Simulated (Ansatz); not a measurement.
The elements of this relaxed trial crystal are hidden behind letters.

```
lattice vectors (Å)
   4.1752    2.4105    2.9535
  -4.1752    2.4105    2.9535
   0.0000   -4.8211    2.9535
fractional positions
X 0.0000 0.0000 0.5000
X 0.5000 0.0000 0.0000
X 0.0000 0.5000 0.0000
Z 0.5000 0.5000 0.5000
Q 0.3069 0.3069 0.3069
Q 0.6931 0.6931 0.6931
```

All numbers below come from DFT PBE, scalar-relativistic, plane waves, PAW in Ansatz 0.2.0. Cutoff 420 eV, Γ-centred 6×6×6 mesh (6-atom cell), Gaussian smearing of 0.10 eV, no spin polarisation.

- Space group: R-3m (No. 166)
- Conventional cell: a = 8.350 Å, c = 8.860 Å
- Volume per atom: 29.72 Å³
- Density: 1.64 g/cm³
- Energy over the elements: −1.14 eV/atom
- Gap on the 6×6×6 mesh of the 6-atom cell: 0 eV (a metal)

Energies are uncorrected and count from the elements' standard states at the same level.

**Question.** X is an s-block element of period 4, Z is a p-block element of period 3 and Q is a p-block element of period 2. Which elements are they?

**Answer.** X = K, Z = Al, Q = O, so the formula is K3AlO2. Density times volume gives a mean mass of 1.64 × 29.72/1.6605 = 29.4 u per atom, and this set has 29.4 u. Around K lie 2 O at 2.71 Å, 2 Al at 3.81 Å, 4 K at 3.81 Å, 4 K at 4.18 Å and 2 Al at 4.18 Å; Al has 2 O at 1.71 Å, 6 K at 3.81 Å and 6 K at 4.18 Å; around O lie 1 Al at 1.71 Å and 3 K at 2.71 Å. Other sets within the hints have nearly the same mass, so mass alone doesn't settle it; this one was computed.

A structure relaxed within its symmetry needn't be a true minimum.
